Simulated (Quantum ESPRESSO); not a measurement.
# Nb5Sc3: finding a planted mistake in a log

A calculation, not a measurement. The program is pw.x of Quantum ESPRESSO 7.5 (plane-wave density functional theory). The cell is made up: eight metal atoms on a face-centred cubic lattice, with elements, volume, strain and displacements drawn at random and not relaxed, so it may be unstable or far from any real phase. PseudoDojo standard norm-conserving files set the functional (PBE unless stated); there is no spin polarisation or spin-orbit coupling, the Fermi-Dirac width of 0.25 eV means electrons at about 2900 K, and the masses in the input are unused placeholders. A spin test at this wide smearing found no moment, but such smearing suppresses magnetism that the real alloy may have.

Intended input:

```
&control calculation='scf', pseudo_dir='./dojo.nc.sr.pbe.v0_5.standard.upf', outdir='./o', disk_io='minimal', tprnfor=.true., tstress=.true. /
&system ibrav=0, nat=8, ntyp=2, nbnd=67, ecutwfc=82.02448710, nosym=.true., tot_charge=0,
 occupations='smearing', smearing='fd', degauss=0.0183746611
/
&electrons conv_thr=1.470e-08, electron_maxstep=70, mixing_beta=0.5 /
ATOMIC_SPECIES
Nb 1.0 Nb.upf
Sc 1.0 Sc.upf
CELL_PARAMETERS angstrom
0.0251 -2.1641 -2.1
-4.2435 2.2037 -2.0894
6.2708 6.4089 -4.1922
ATOMIC_POSITIONS angstrom
Nb 0.0502 0.033 0.065
Sc -0.0058 2.1609 -2.1362
Nb 0.0258 4.2289 -4.0717
Nb 4.0714 4.3699 -4.2109
Nb -2.1674 0.0801 -2.1404
Sc -2.164 2.1526 -4.1451
Sc 2.1572 2.0987 -4.3727
Nb 1.9959 4.1516 -6.3521
K_POINTS automatic
8 5 3 1 1 1
```

The log is shortened where brackets say so; the opening notice, blank lines, dates and the lines on written files are dropped, and the path of the files is cut. It prints rydbergs, bohrs and kilobars, and counts compression as positive stress. Its total energy is the free energy E - TS of the whole cell.

Log of the intended run:

```
     Program PWSCF v.7.5
     Parallel version (MPI & OpenMP), running on       4 processor cores
     Number of MPI processes:                 4
     Threads/MPI process:                     1
     [start-up lines left out]
     bravais-lattice index     =            0
     lattice parameter (alat)  =       5.6987  a.u.
     unit-cell volume          =    1033.0955 (a.u.)^3
     number of atoms/cell      =            8
     number of atomic types    =            2
     number of electrons       =        98.00
     number of Kohn-Sham states=           67
     kinetic-energy cutoff     =      82.0245  Ry
     charge density cutoff     =     328.0979  Ry
     scf convergence threshold =      1.5E-08
     mixing beta               =       0.5000
     number of iterations used =            8  plain     mixing
     Exchange-correlation= PBE
                           (   1   4   3   4   0   0   0)
     [axes and pseudopotential details left out]
   Cartesian axes
     site n.     atom                  positions (alat units)
         1        Nb     tau(   1) = (   0.0166467   0.0109430   0.0215544  )
         2        Sc     tau(   2) = (  -0.0019233   0.7165693  -0.7083786  )
         3        Nb     tau(   3) = (   0.0085555   1.4023323  -1.3502037  )
         4        Nb     tau(   4) = (   1.3501042   1.4490888  -1.3963633  )
         5        Nb     tau(   5) = (  -0.7187247   0.0265617  -0.7097713  )
         6        Sc     tau(   6) = (  -0.7175972   0.7138169  -1.3745436  )
         7        Sc     tau(   7) = (   0.7153423   0.6959433  -1.4500173  )
         8        Nb     tau(   8) = (   0.6618541   1.3766990  -2.1063999  )
     number of k points=    60  Fermi-Dirac smearing, width (Ry)=  0.0184
                       cart. coord. in units 2pi/alat
        k(    1) = (  -0.0092321   0.0171293  -0.1075130), wk =   0.0333333
        k(    2) = (  -0.1293855  -0.1005861   0.0123594), wk =   0.0333333
     [further k points left out]
     Dense  grid:   103771 G-vectors     FFT dimensions: (  36,  60, 108)
     Estimated max dynamical RAM per process >     359.68 MB
     Estimated total dynamical RAM >       1.33 GB
     Initial potential from superposition of free atoms
     starting charge      97.9805, renormalised to      98.0000
     Starting wfcs are   80 randomized atomic wfcs
     total cpu time spent up to now is        5.2 secs
     per-process dynamical memory:   295.8 Mb
     Self-consistent Calculation
     iteration #  1     ecut=    82.02 Ry     beta= 0.50
     Davidson diagonalization with overlap
     ethr =  1.00E-02,  avg # of iterations =  2.9
     total cpu time spent up to now is       15.8 secs
     total energy              =    -908.90967187 Ry
     estimated scf accuracy    <       6.37359542 Ry
     iteration #  2     ecut=    82.02 Ry     beta= 0.50
     Davidson diagonalization with overlap
     ethr =  6.50E-03,  avg # of iterations =  6.9
     total cpu time spent up to now is       31.4 secs
     total energy              =    -908.95318840 Ry
     estimated scf accuracy    <     123.54467678 Ry
     [iterations 3 to 22 left out]
     iteration # 23     ecut=    82.02 Ry     beta= 0.50
     Davidson diagonalization with overlap
     ethr =  6.50E-11,  avg # of iterations =  1.9
     total cpu time spent up to now is      226.4 secs
     total energy              =    -913.10332250 Ry
     estimated scf accuracy    <       0.00000004 Ry
     iteration # 24     ecut=    82.02 Ry     beta= 0.50
     Davidson diagonalization with overlap
     ethr =  4.13E-11,  avg # of iterations =  1.1
     total cpu time spent up to now is      232.8 secs
     End of self-consistent calculation
     [lines on levels left out]
!    total energy              =    -913.10332250 Ry
     estimated scf accuracy    <          5.1E-09 Ry
     smearing contrib. (-TS)   =      -0.16258175 Ry
     internal energy E=F+TS    =    -912.94074074 Ry
     The total energy is F=E-TS. E is the sum of the following terms:
     one-electron contribution =    -189.16344294 Ry
     hartree contribution      =     139.22571689 Ry
     xc contribution           =    -179.48269513 Ry
     ewald contribution        =    -683.52031957 Ry
     convergence has been achieved in  24 iterations
     Forces acting on atoms (cartesian axes, Ry/au):
     atom    1 type  1   force =    -0.04744723   -0.00697189    0.01251932
     atom    2 type  2   force =    -0.01309887   -0.01494025    0.01198442
     atom    3 type  1   force =    -0.02273048    0.02423738   -0.04402769
     atom    4 type  1   force =     0.04904000   -0.00472292   -0.02149370
     atom    5 type  1   force =     0.00890805   -0.02888961    0.02880979
     atom    6 type  2   force =     0.01400851    0.01110380   -0.00506453
     atom    7 type  2   force =     0.02496610   -0.01875740    0.04771632
     atom    8 type  1   force =    -0.01364608    0.03894089   -0.03044392
     Total force =     0.129990     Total SCF correction =     0.000223
     Computing stress (Cartesian axis) and pressure
          total   stress  (Ry/bohr**3)                   (kbar)     P=       69.27
   0.00048638   0.00009318  -0.00005995           71.55       13.71       -8.82
   0.00009318   0.00052185  -0.00010479           13.71       76.77      -15.41
  -0.00005995  -0.00010479   0.00040435           -8.82      -15.41       59.48
     init_run     :      4.88s CPU      5.06s WALL (       1 calls)
     electrons    :    226.97s CPU    227.65s WALL (       1 calls)
     forces       :      1.35s CPU      1.35s WALL (       1 calls)
     stress       :      4.49s CPU      4.50s WALL (       1 calls)
     [timing details left out]
     PWSCF        :   3m57.85s CPU   3m58.74s WALL
     JOB DONE.
```

A second run was made from an input with one planted mistake. Its log:

```
     Program PWSCF v.7.5
     Parallel version (MPI & OpenMP), running on       4 processor cores
     Number of MPI processes:                 4
     Threads/MPI process:                     1
     [start-up lines left out]
     bravais-lattice index     =            0
     lattice parameter (alat)  =       5.6987  a.u.
     unit-cell volume          =    1033.0955 (a.u.)^3
     number of atoms/cell      =            8
     number of atomic types    =            2
     number of electrons       =        98.00
     number of Kohn-Sham states=           67
     kinetic-energy cutoff     =      82.0245  Ry
     charge density cutoff     =     328.0979  Ry
     scf convergence threshold =      1.5E-08
     mixing beta               =       0.5000
     number of iterations used =            8  plain     mixing
     Exchange-correlation= PBE
                           (   1   4   3   4   0   0   0)
     [axes and pseudopotential details left out]
   Cartesian axes
     site n.     atom                  positions (alat units)
         1        Nb     tau(   1) = (   0.0166467   0.0109430   0.0215544  )
         2        Sc     tau(   2) = (  -0.0019233   0.7165693  -0.7083786  )
         3        Nb     tau(   3) = (   0.0085555   1.4023323  -1.3502037  )
         4        Nb     tau(   4) = (   1.3501042   1.4490888  -1.3963633  )
         5        Nb     tau(   5) = (  -0.7187247   0.0265617  -0.7097713  )
         6        Sc     tau(   6) = (  -0.7175972   0.7138169  -1.3745436  )
         7        Sc     tau(   7) = (   0.7153423   0.6959433  -1.4500173  )
         8        Nb     tau(   8) = (   0.6618541   1.3766990  -2.1362446  )
     number of k points=    60  Fermi-Dirac smearing, width (Ry)=  0.0184
                       cart. coord. in units 2pi/alat
        k(    1) = (  -0.0092321   0.0171293  -0.1075130), wk =   0.0333333
        k(    2) = (  -0.1293855  -0.1005861   0.0123594), wk =   0.0333333
     [further k points left out]
     Dense  grid:   103771 G-vectors     FFT dimensions: (  36,  60, 108)
     Estimated max dynamical RAM per process >     359.68 MB
     Estimated total dynamical RAM >       1.33 GB
     Initial potential from superposition of free atoms
     starting charge      97.9805, renormalised to      98.0000
     Starting wfcs are   80 randomized atomic wfcs
     total cpu time spent up to now is        4.7 secs
     per-process dynamical memory:   295.8 Mb
     Self-consistent Calculation
     iteration #  1     ecut=    82.02 Ry     beta= 0.50
     Davidson diagonalization with overlap
     ethr =  1.00E-02,  avg # of iterations =  3.0
     total cpu time spent up to now is       14.1 secs
     total energy              =    -909.04986268 Ry
     estimated scf accuracy    <       6.17519299 Ry
     iteration #  2     ecut=    82.02 Ry     beta= 0.50
     Davidson diagonalization with overlap
     ethr =  6.30E-03,  avg # of iterations =  6.8
     total cpu time spent up to now is       28.4 secs
     total energy              =    -908.88319638 Ry
     estimated scf accuracy    <     123.87368870 Ry
     [iterations 3 to 22 left out]
     iteration # 23     ecut=    82.02 Ry     beta= 0.50
     Davidson diagonalization with overlap
     ethr =  4.71E-11,  avg # of iterations =  4.0
     total cpu time spent up to now is      222.3 secs
     total energy              =    -913.10757678 Ry
     estimated scf accuracy    <       0.00000002 Ry
     iteration # 24     ecut=    82.02 Ry     beta= 0.50
     Davidson diagonalization with overlap
     ethr =  1.55E-11,  avg # of iterations =  4.7
     total cpu time spent up to now is      232.5 secs
     End of self-consistent calculation
     [lines on levels left out]
!    total energy              =    -913.10757678 Ry
     estimated scf accuracy    <          4.1E-09 Ry
     smearing contrib. (-TS)   =      -0.16097097 Ry
     internal energy E=F+TS    =    -912.94660581 Ry
     The total energy is F=E-TS. E is the sum of the following terms:
     one-electron contribution =    -189.33403849 Ry
     hartree contribution      =     139.30926125 Ry
     xc contribution           =    -179.48185305 Ry
     ewald contribution        =    -683.43997553 Ry
     convergence has been achieved in  24 iterations
     Forces acting on atoms (cartesian axes, Ry/au):
     atom    1 type  1   force =    -0.04685866   -0.00352653    0.01240065
     atom    2 type  2   force =    -0.01303803   -0.01462100    0.01214537
     atom    3 type  1   force =    -0.01812657    0.02530202   -0.04573584
     atom    4 type  1   force =     0.04100509   -0.00315213   -0.02551790
     atom    5 type  1   force =     0.01430582   -0.02676044    0.02670996
     atom    6 type  2   force =     0.01374291    0.01125181   -0.00510358
     atom    7 type  2   force =     0.02439435   -0.01166311    0.04467140
     atom    8 type  1   force =    -0.01542489    0.02316938   -0.01957008
     Total force =     0.118981     Total SCF correction =     0.000321
     Computing stress (Cartesian axis) and pressure
          total   stress  (Ry/bohr**3)                   (kbar)     P=       67.90
   0.00050242   0.00009477  -0.00005492           73.91       13.94       -8.08
   0.00009477   0.00050031  -0.00010970           13.94       73.60      -16.14
  -0.00005492  -0.00010970   0.00038197           -8.08      -16.14       56.19
     init_run     :      4.44s CPU      4.62s WALL (       1 calls)
     electrons    :    227.34s CPU    227.83s WALL (       1 calls)
     forces       :      1.72s CPU      1.73s WALL (       1 calls)
     stress       :      5.87s CPU      5.87s WALL (       1 calls)
     [timing details left out]
     PWSCF        :   3m59.47s CPU   4m 0.18s WALL
     JOB DONE.
```

Question: the log repeats what the program read. Compare it with the intended run: what was wrong in the second input?

Answer: one coordinate of one atom is wrong. The input lines that differ:

```
- Nb 1.9959 4.1516 -6.3521
+ Nb 1.9959 4.1516 -6.4421
```

```
                                            intended run  run with the mistake
                          free energy (eV)    -12423.404            -12423.461
         entropy term -TS, part of it (eV)        -2.212                -2.190
                            pressure (GPa)          6.93                  6.79
size of the largest force component (eV/Å)         1.261                 1.205
largest change of a force component (eV/Å)                               0.406
                                iterations            24                    24
```

For scale, a rerun of the intended cell at a higher cutoff and on a denser mesh moved values by no more than 0.003 eV in energy, 0.02 GPa in stress and 0.003 eV/Å in force, and a second program with other atomic files agreed on that cell to 2 % rms in force and 0.5 GPa in pressure.